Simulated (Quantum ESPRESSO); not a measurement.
## Hf4Pd2WAl (finding a planted mistake in a log)

A calculation, not a measurement. The program is pw.x of Quantum ESPRESSO 7.5 (plane-wave density functional theory). The cell is made up: eight metal atoms on a face-centred cubic lattice, with elements, volume, strain and displacements drawn at random and not relaxed, so it may be unstable or far from any real phase. PseudoDojo standard norm-conserving files set the functional (PBE unless stated); there is no spin polarisation or spin-orbit coupling, the Fermi-Dirac width of 0.25 eV means electrons at about 2900 K, and the masses in the input are unused placeholders. Heavy elements are run without spin-orbit coupling, which real alloys of them have. A spin test at this wide smearing found no moment, but such smearing suppresses magnetism that the real alloy may have.

Intended input:

```
&control calculation='scf', pseudo_dir='./dojo.nc.sr.pbe.v0_5.standard.upf', outdir='./o', disk_io='minimal', tprnfor=.true., tstress=.true. /
&system ibrav=0, nat=8, ntyp=4, nbnd=68, ecutwfc=82.02448710, nosym=.true., tot_charge=0,
 occupations='smearing', smearing='fd', degauss=0.0183746611
/
&electrons conv_thr=1.470e-08, electron_maxstep=70, mixing_beta=0.5 /
ATOMIC_SPECIES
Al 1.0 Al.upf
Hf 1.0 Hf.upf
Pd 1.0 Pd.upf
W 1.0 W.upf
CELL_PARAMETERS angstrom
-4.2226 0.0 0.0
-2.1113 -4.2226 -2.1113
-2.1113 -4.2226 6.334
ATOMIC_POSITIONS angstrom
Hf 0.039 0.0242 0.0265
Hf -2.1603 -4.2145 2.0949
Pd -2.1001 -2.1517 -0.0061
Hf -4.1959 -6.3138 2.0829
Pd -4.2115 -4.204 4.1797
Hf -4.2304 -4.2213 -0.0137
W -4.2828 -2.1129 2.0805
Al -6.3643 -6.3581 4.2245
K_POINTS automatic
6 5 3 1 1 1
```

The log is shortened where brackets say so; the opening notice, blank lines, dates and the lines on written files are dropped, and the path of the files is cut. It prints rydbergs, bohrs and kilobars, and counts compression as positive stress. Its total energy is the free energy E - TS of the whole cell.

Log of the intended run:

```
     Program PWSCF v.7.5
     Parallel version (MPI & OpenMP), running on       4 processor cores
     Number of MPI processes:                 4
     Threads/MPI process:                     1
     [start-up lines left out]
     bravais-lattice index     =            0
     lattice parameter (alat)  =       7.9796  a.u.
     unit-cell volume          =    1016.1822 (a.u.)^3
     number of atoms/cell      =            8
     number of atomic types    =            4
     number of electrons       =       101.00
     number of Kohn-Sham states=           68
     kinetic-energy cutoff     =      82.0245  Ry
     charge density cutoff     =     328.0979  Ry
     scf convergence threshold =      1.5E-08
     mixing beta               =       0.5000
     number of iterations used =            8  plain     mixing
     Exchange-correlation= PBE
                           (   1   4   3   4   0   0   0)
     [axes and pseudopotential details left out]
   Cartesian axes
     site n.     atom                  positions (alat units)
         1        Hf     tau(   1) = (   0.0092360   0.0057311   0.0062758  )
         2        Hf     tau(   2) = (  -0.5116042  -0.9980818   0.4961161  )
         3        Pd     tau(   3) = (  -0.4973476  -0.5095676  -0.0014446  )
         4        Hf     tau(   4) = (  -0.9936769  -1.4952399   0.4932743  )
         5        Pd     tau(   5) = (  -0.9973713  -0.9955951   0.9898404  )
         6        Hf     tau(   6) = (  -1.0018472  -0.9996921  -0.0032444  )
         7        W      tau(   7) = (  -1.0142566  -0.5003789   0.4927059  )
         8        Al     tau(   8) = (  -1.5071994  -1.5057311   1.0004500  )
     number of k points=    45  Fermi-Dirac smearing, width (Ry)=  0.0184
                       cart. coord. in units 2pi/alat
        k(    1) = (  -0.0833333  -0.0749998   0.0333329), wk =   0.0444444
        k(    2) = (  -0.0833333   0.0916649  -0.2999964), wk =   0.0444444
     [further k points left out]
     Dense  grid:   101683 G-vectors     FFT dimensions: (  45,  60,  90)
     Estimated max dynamical RAM per process >     349.79 MB
     Estimated total dynamical RAM >       1.29 GB
     Initial potential from superposition of free atoms
     starting charge     100.9893, renormalised to     101.0000
     Starting wfcs are   72 randomized atomic wfcs
     total cpu time spent up to now is        5.2 secs
     per-process dynamical memory:   272.8 Mb
     Self-consistent Calculation
     iteration #  1     ecut=    82.02 Ry     beta= 0.50
     Davidson diagonalization with overlap
     ethr =  1.00E-02,  avg # of iterations =  2.6
     total cpu time spent up to now is       18.8 secs
     total energy              =   -1137.69630260 Ry
     estimated scf accuracy    <      18.60328080 Ry
     iteration #  2     ecut=    82.02 Ry     beta= 0.50
     Davidson diagonalization with overlap
     ethr =  1.00E-02,  avg # of iterations =  3.4
     total cpu time spent up to now is       37.5 secs
     total energy              =   -1143.65199475 Ry
     estimated scf accuracy    <      84.49235208 Ry
     [iterations 3 to 16 left out]
     iteration # 17     ecut=    82.02 Ry     beta= 0.50
     Davidson diagonalization with overlap
     ethr =  5.03E-11,  avg # of iterations =  3.6
     total cpu time spent up to now is      256.5 secs
     total energy              =   -1149.76208306 Ry
     estimated scf accuracy    <       0.00000041 Ry
     iteration # 18     ecut=    82.02 Ry     beta= 0.50
     Davidson diagonalization with overlap
     ethr =  5.03E-11,  avg # of iterations =  2.0
     total cpu time spent up to now is      267.8 secs
     End of self-consistent calculation
     [lines on levels left out]
!    total energy              =   -1149.76208309 Ry
     estimated scf accuracy    <          6.6E-09 Ry
     smearing contrib. (-TS)   =      -0.11360635 Ry
     internal energy E=F+TS    =   -1149.64847674 Ry
     The total energy is F=E-TS. E is the sum of the following terms:
     one-electron contribution =    -378.07095061 Ry
     hartree contribution      =     233.34462500 Ry
     xc contribution           =    -234.03413183 Ry
     ewald contribution        =    -770.88801930 Ry
     convergence has been achieved in  18 iterations
     Forces acting on atoms (cartesian axes, Ry/au):
     atom    1 type  2   force =    -0.01354089   -0.03372301   -0.01924015
     atom    2 type  2   force =     0.01522061    0.03868744    0.00461170
     atom    3 type  3   force =    -0.00431767    0.00973417   -0.02544847
     atom    4 type  2   force =    -0.01498704   -0.01219510    0.02162362
     atom    5 type  3   force =     0.00031221   -0.01509241    0.02096438
     atom    6 type  2   force =    -0.00318276   -0.00955195   -0.01718389
     atom    7 type  4   force =     0.01193511    0.00516996    0.00516796
     atom    8 type  1   force =     0.00856043    0.01697091    0.00950485
     Total force =     0.082182     Total SCF correction =     0.000241
     Computing stress (Cartesian axis) and pressure
          total   stress  (Ry/bohr**3)                   (kbar)     P=       -0.93
  -0.00010507   0.00002454   0.00003598          -15.46        3.61        5.29
   0.00002454  -0.00010167  -0.00010499            3.61      -14.96      -15.44
   0.00003598  -0.00010499   0.00018776            5.29      -15.44       27.62
     init_run     :      4.94s CPU      5.16s WALL (       1 calls)
     electrons    :    257.15s CPU    262.58s WALL (       1 calls)
     forces       :      2.48s CPU      2.53s WALL (       1 calls)
     stress       :      8.04s CPU      8.23s WALL (       1 calls)
     [timing details left out]
     PWSCF        :   4m32.69s CPU   4m38.66s WALL
     JOB DONE.
```

A second run was made from an input with one planted mistake. Its log:

```
     Program PWSCF v.7.5
     Parallel version (MPI & OpenMP), running on       4 processor cores
     Number of MPI processes:                 4
     Threads/MPI process:                     1
     [start-up lines left out]
     bravais-lattice index     =            0
     lattice parameter (alat)  =       7.9796  a.u.
     unit-cell volume          =    1016.1822 (a.u.)^3
     number of atoms/cell      =            8
     number of atomic types    =            4
     number of electrons       =       101.00
     number of Kohn-Sham states=           68
     kinetic-energy cutoff     =      82.0245  Ry
     charge density cutoff     =     328.0979  Ry
     scf convergence threshold =      1.5E-08
     mixing beta               =       0.5000
     number of iterations used =            8  plain     mixing
     Exchange-correlation= PBE
                           (   1   4   3   4   0   0   0)
     [axes and pseudopotential details left out]
   Cartesian axes
     site n.     atom                  positions (alat units)
         1        Hf     tau(   1) = (   0.0092360   0.0057311   0.0062758  )
         2        Hf     tau(   2) = (  -0.5116042  -0.9980818   0.4961161  )
         3        Pd     tau(   3) = (  -0.4973476  -0.5095676  -0.0014446  )
         4        Hf     tau(   4) = (  -0.9936769  -1.4952399   0.4932743  )
         5        Pd     tau(   5) = (  -0.9973713  -0.9955951   0.9898404  )
         6        Hf     tau(   6) = (  -1.0018472  -0.9996921  -0.0032444  )
         7        W      tau(   7) = (  -1.0142566  -0.5430067   0.4927059  )
         8        Al     tau(   8) = (  -1.5071994  -1.5057311   1.0004500  )
     number of k points=    45  Fermi-Dirac smearing, width (Ry)=  0.0184
                       cart. coord. in units 2pi/alat
        k(    1) = (  -0.0833333  -0.0749998   0.0333329), wk =   0.0444444
        k(    2) = (  -0.0833333   0.0916649  -0.2999964), wk =   0.0444444
     [further k points left out]
     Dense  grid:   101683 G-vectors     FFT dimensions: (  45,  60,  90)
     Estimated max dynamical RAM per process >     349.79 MB
     Estimated total dynamical RAM >       1.29 GB
     Initial potential from superposition of free atoms
     starting charge     100.9893, renormalised to     101.0000
     Starting wfcs are   72 randomized atomic wfcs
     total cpu time spent up to now is        5.6 secs
     per-process dynamical memory:   272.8 Mb
     Self-consistent Calculation
     iteration #  1     ecut=    82.02 Ry     beta= 0.50
     Davidson diagonalization with overlap
     ethr =  1.00E-02,  avg # of iterations =  2.6
     total cpu time spent up to now is       19.5 secs
     total energy              =   -1137.90865043 Ry
     estimated scf accuracy    <      18.28893771 Ry
     iteration #  2     ecut=    82.02 Ry     beta= 0.50
     Davidson diagonalization with overlap
     ethr =  1.00E-02,  avg # of iterations =  3.4
     total cpu time spent up to now is       35.9 secs
     total energy              =   -1143.58110593 Ry
     estimated scf accuracy    <      84.86031857 Ry
     [iterations 3 to 17 left out]
     iteration # 18     ecut=    82.02 Ry     beta= 0.50
     Davidson diagonalization with overlap
     ethr =  6.08E-11,  avg # of iterations =  2.1
     total cpu time spent up to now is      236.3 secs
     total energy              =   -1149.75299349 Ry
     estimated scf accuracy    <       0.00000003 Ry
     iteration # 19     ecut=    82.02 Ry     beta= 0.50
     Davidson diagonalization with overlap
     ethr =  2.91E-11,  avg # of iterations =  1.9
     total cpu time spent up to now is      247.3 secs
     End of self-consistent calculation
     [lines on levels left out]
!    total energy              =   -1149.75299349 Ry
     estimated scf accuracy    <          5.9E-09 Ry
     smearing contrib. (-TS)   =      -0.11430090 Ry
     internal energy E=F+TS    =   -1149.63869259 Ry
     The total energy is F=E-TS. E is the sum of the following terms:
     one-electron contribution =    -380.13399052 Ry
     hartree contribution      =     234.36299789 Ry
     xc contribution           =    -234.04301136 Ry
     ewald contribution        =    -769.82468860 Ry
     convergence has been achieved in  19 iterations
     Forces acting on atoms (cartesian axes, Ry/au):
     atom    1 type  2   force =    -0.01351892   -0.03913477   -0.01646176
     atom    2 type  2   force =     0.01535789    0.01574632   -0.00001332
     atom    3 type  3   force =    -0.00404886    0.01063916   -0.02507740
     atom    4 type  2   force =    -0.01467972   -0.00812443    0.01846900
     atom    5 type  3   force =     0.00043859   -0.01970157    0.02988934
     atom    6 type  2   force =    -0.00167723   -0.02209584   -0.02435309
     atom    7 type  4   force =     0.00966235    0.04852907    0.00684369
     atom    8 type  1   force =     0.00846588    0.01414205    0.01070355
     Total force =     0.095381     Total SCF correction =     0.000262
     Computing stress (Cartesian axis) and pressure
          total   stress  (Ry/bohr**3)                   (kbar)     P=        1.00
  -0.00005578   0.00002051   0.00003597           -8.21        3.02        5.29
   0.00002051  -0.00012714  -0.00010067            3.02      -18.70      -14.81
   0.00003597  -0.00010067   0.00020338            5.29      -14.81       29.92
     init_run     :      5.33s CPU      5.58s WALL (       1 calls)
     electrons    :    236.19s CPU    241.71s WALL (       1 calls)
     forces       :      2.24s CPU      2.27s WALL (       1 calls)
     stress       :      7.52s CPU      7.71s WALL (       1 calls)
     [timing details left out]
     PWSCF        :   4m11.35s CPU   4m17.40s WALL
     JOB DONE.
```

Question: the log repeats what the program read. Compare it with the intended run: what was wrong in the second input?

Answer: one coordinate of one atom is wrong. The input lines that differ:

```
- W -4.2828 -2.1129 2.0805
+ W -4.2828 -2.2929 2.0805
```

|  | intended run | run with the mistake |
| --- | --- | --- |
| free energy (eV) | -15643.310 | -15643.186 |
| entropy term -TS, part of it (eV) | -1.546 | -1.555 |
| pressure (GPa) | -0.09 | 0.10 |
| size of the largest force component (eV/Å) | 0.995 | 1.248 |
| largest change of a force component (eV/Å) |  | 1.115 |
| iterations | 18 | 19 |

For scale, a rerun of the intended cell at a higher cutoff and on a denser mesh moved values by no more than 0.004 eV in energy, 0.02 GPa in stress and 0.005 eV/Å in force, and a second program with other atomic files agreed on that cell to 2 % rms in force and 0.5 GPa in pressure.